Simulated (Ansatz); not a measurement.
# Structures of Cd₂O₃: which is lowest?

Plane-wave DFT in Ansatz with scalar-relativistic PAW potentials, cutoff 500 eV, Γ-centred meshes chosen by cell and gap, Gaussian smearing with energies taken to zero width. Every cell was relaxed (cell and atoms) in a run of its own, within the symmetry of its start. Functional: r2SCAN.

Relaxed structures (starts from databases or built by putting these elements on another compound's sites):
A. P6/mmm, 5 atoms in the computed cell, a = 5.731 Å, c = 2.997 Å; sites (symmetry × multiplicity) Cd -6m2 × 2, O mmm × 3; start: built
B. P-3m1, 5 atoms in the computed cell, a = 3.514 Å, c = 5.959 Å; sites (symmetry × multiplicity) Cd 3m. × 2, O -3m. × 1 + 3m. × 2; start: built

Problem. Rank them by energy. Could pressure change the order?

Solution.
| structure | group | E − E(lowest) (meV/atom) | V (Å³/atom) | gap on mesh (eV) |
| --- | --- | --- | --- | --- |
| B | P-3m1 | 0.0 | 12.75 | 0.00 |
| A | P6/mmm | 89 | 17.05 | 0.00 |

B is lowest, 89 meV/atom under A. The lowest is also the densest of these, so pressure wouldn't bring one of the others in at first order. Other structures may lie lower than all of these, and vibrations aren't counted.

Spin polarisation was left out, and a magnetic state may lie lower.